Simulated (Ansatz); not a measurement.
ZnS with Ag replacing Zn: gradients before and after relaxing the atoms

Start: a supercell of ZnS (space group P6_3mc) built from an entry of the Crystallography Open Database (COD), with all atoms left at the host's positions.

Space group P3m1 (No. 156); a = 7.6454, c = 12.5200 Å, γ = 120.00°.

| site | Wyckoff | site symmetry | x | y | z |
| --- | --- | --- | --- | --- | --- |
| Zn1 | 3d | .m. | 0.8333 | 0.6667 | 0.0000 |
| Zn3 | 1b | 3m. | 0.3333 | 0.6667 | 0.0000 |
| Zn5 | 3d | .m. | 0.8333 | 0.6667 | 0.5000 |
| Zn7 | 1b | 3m. | 0.3333 | 0.6667 | 0.5000 |
| Ag | 1a | 3m. | 0.0000 | 0.0000 | 0.2500 |
| Zn10 | 3d | .m. | 0.0000 | 0.5000 | 0.2500 |
| Zn13 | 3d | .m. | 0.1667 | 0.8333 | 0.7500 |
| Zn16 | 1c | 3m. | 0.6667 | 0.3333 | 0.7500 |
| S17 | 3d | .m. | 0.8333 | 0.6667 | 0.1875 |
| S19 | 1b | 3m. | 0.3333 | 0.6667 | 0.1875 |
| S21 | 3d | .m. | 0.8333 | 0.6667 | 0.6875 |
| S23 | 1b | 3m. | 0.3333 | 0.6667 | 0.6875 |
| S25 | 1a | 3m. | 0.0000 | 0.0000 | 0.4375 |
| S26 | 3d | .m. | 0.0000 | 0.5000 | 0.4375 |
| S29 | 3d | .m. | 0.1667 | 0.8333 | 0.9375 |
| S32 | 1c | 3m. | 0.6667 | 0.3333 | 0.9375 |

One atom of each set is listed.

Method: Kohn–Sham DFT in Ansatz, PBE, plane waves and PAW, scalar-relativistic, 420 eV cutoff, Γ-centred 3×3×2 k-points, Fermi–Dirac smearing 0.01 eV, cell charge -1.

The largest force at the start is 1.6 eV/Å. Relaxing the ions at fixed cell moves them by 0.219 Å at most (atom 25, S) and 0.059 Å rms.

```csv
site,moved (Å),first shell before,first shell after,V_zz before (10²¹ V/m²),η before
Zn1,0.020,4 S at 2.34–2.35 Å,4 S at 2.28–2.36 Å,-1.12,0.46
Zn3,0.028,4 S at 2.34–2.35 Å,4 S at 2.33–2.35 Å,-0.24,0.00
Zn5,0.018,4 S at 2.34–2.35 Å,4 S at 2.29–2.35 Å,-1.19,0.49
Ag,0.122,4 S at 2.34–2.35 Å,4 S at 2.44–2.47 Å,1.43,0.00
Zn10,0.068,4 S at 2.34–2.35 Å,4 S at 2.29–2.38 Å,1.43,0.27
S17,0.087,"3 Zn at 2.34–2.35 Å, 1 Ag at 2.34 Å","3 Zn at 2.28–2.29 Å, 1 Ag at 2.47 Å",-4.61,0.35
S19,0.010,4 Zn at 2.34–2.35 Å,4 Zn at 2.33–2.36 Å,1.39,0.00
S21,0.023,4 Zn at 2.34–2.35 Å,4 Zn at 2.33–2.35 Å,-0.83,0.20
S25,0.219,"3 Zn at 2.34 Å, 1 Ag at 2.35 Å","3 Zn at 2.29 Å, 1 Ag at 2.44 Å",-3.76,0.00
S29,0.009,4 Zn at 2.34–2.35 Å,4 Zn at 2.34–2.36 Å,0.54,0.81
```

(1) How do the gradients change?

Answers

(1) 

| site | V_zz after | η after | change of V_zz |
| --- | --- | --- | --- |
| Zn1 | -2.16 | 0.44 | -1.04 |
| Zn3 | -0.87 | 0.00 | -0.63 |
| Zn5 | -1.80 | 0.17 | -0.61 |
| Ag | -1.46 | 0.00 | -2.89 |
| Zn10 | 2.90 | 0.33 | +1.47 |
| S17 | -4.98 | 0.29 | -0.37 |
| S19 | 0.91 | 0.00 | -0.48 |
| S21 | -1.18 | 0.13 | -0.35 |
| S25 | -4.58 | 0.00 | -0.82 |
| S29 | 0.66 | 0.28 | +0.12 |

The largest change of V_zz is on Ag, from 1.43 to -1.46. In per cent, |V_zz| changes by +52 to +103 on Zn, -34 to +42 on S (all sites that start above 0.5, bar those whose gradient vanishes or changes sign or whose main axis turns by over 40°). Where |V_zz| stays above 0.1, η moves most on S29, from 0.81 to 0.28. V_zz changes sign on Ag (same axis). The table leaves out 6 of the 16 sites, with |V_zz| up to 1.07; their tensors move by 0.48 at most along any direction. The statements above cover all sites. The host's own positions weren't relaxed first, so part of the change far from the defect can be the host's relaxation.

The defect repeats with the cell of 32 atoms, so it feels its images: sites between two images don't show the values beside a lone defect, and zeros or small values of η there can come from the images' arrangement. S and Zn carry a gradient in the pure host already, so the values there aren't the defect's effect alone. A uniform background compensates the cell's charge.
Before: Without spin–orbit coupling (the program notes it for Ag) the gradients can shift somewhat, as the gap is small. The neighbours have not yet relaxed around the defect (largest force 1.6 eV/Å), so a real crystal will differ.
After: The relaxation keeps the site symmetry 3m of the start, so the impurity can move only along its axis; a start off the site could end lower. Without spin–orbit coupling (the program notes it for Ag) the gradients are little affected as a rule: paired runs on crystals with a gap mostly move them by under 2 % at such atoms.
